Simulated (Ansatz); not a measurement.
The relaxed structure here is a generated cell of ScAl3: the first start was made by placing the elements on the sites of a structure type, and the end was not matched to a known phase here, so it may be hypothetical.

A relaxed cell of ScAl$_{3}$ (Pm-3n (No. 223)), relaxed on a k-mesh at least as fine as the one used below. These are r2SCAN (plane waves to 500 eV, PAW, scalar-relativistic; Ansatz, a program for electronic structure) values and carry that method's errors. Γ-centred k-mesh 6×6×6 on the run's cell (coarser than for final values), Fermi–Dirac smearing 0.05 eV.

```
ScAl3
1.0
    5.27879     0.00000     0.00000
    0.00000     5.27879     0.00000
    0.00000     0.00000     5.27879
Al Sc
6 2
Direct
  0.25000   0.00000   0.50000
  0.75000   0.00000   0.50000
  0.00000   0.50000   0.25000
  0.00000   0.50000   0.75000
  0.50000   0.25000   0.00000
  0.50000   0.75000   0.00000
  0.00000   0.00000   0.00000
  0.50000   0.50000   0.50000
```

The atoms are displaced by (Å):

```tsv
atom	ux	uy	uz
Al1	0.056	0.037	0.073
Al2	0.062	0.061	-0.016
Al3	0.178	0.045	-0.029
Al4	-0.053	0.180	-0.099
Al5	-0.014	0.057	0.136
Al6	0.125	0.066	0.012
Sc7	-0.124	0.075	0.002
Sc8	-0.073	0.066	0.014
```

What forces (eV/Å) and pressure result?


| atom | Fx | Fy | Fz |
|---|---|---|---|
| Al1 | -0.29 | 0.05 | -0.13 |
| Al2 | -0.44 | 0.04 | -0.05 |
| Al3 | -0.64 | 0.16 | -0.46 |
| Al4 | -0.06 | -0.24 | 0.65 |
| Al5 | -0.33 | 0.04 | -0.34 |
| Al6 | -0.74 | -0.23 | 0.07 |
| Sc7 | 1.39 | 0.34 | -0.11 |
| Sc8 | 1.11 | -0.15 | 0.37 |

Pressure +0.8 GPa.

Estimate the energy cost of the displacement in the harmonic approximation and compare with the calculation.

For a harmonic well ΔE = −½ Σ F·u = 0.313 eV a cell, or 39 meV/atom. The calculated energy relative to the undisplaced cell is +0.04 eV/atom, so the harmonic estimate holds well.

The undisplaced cell is probably no minimum: from this displacement the run went on to R32 (No. 155), 0.05 eV/atom below it.

No spin polarisation in the result.
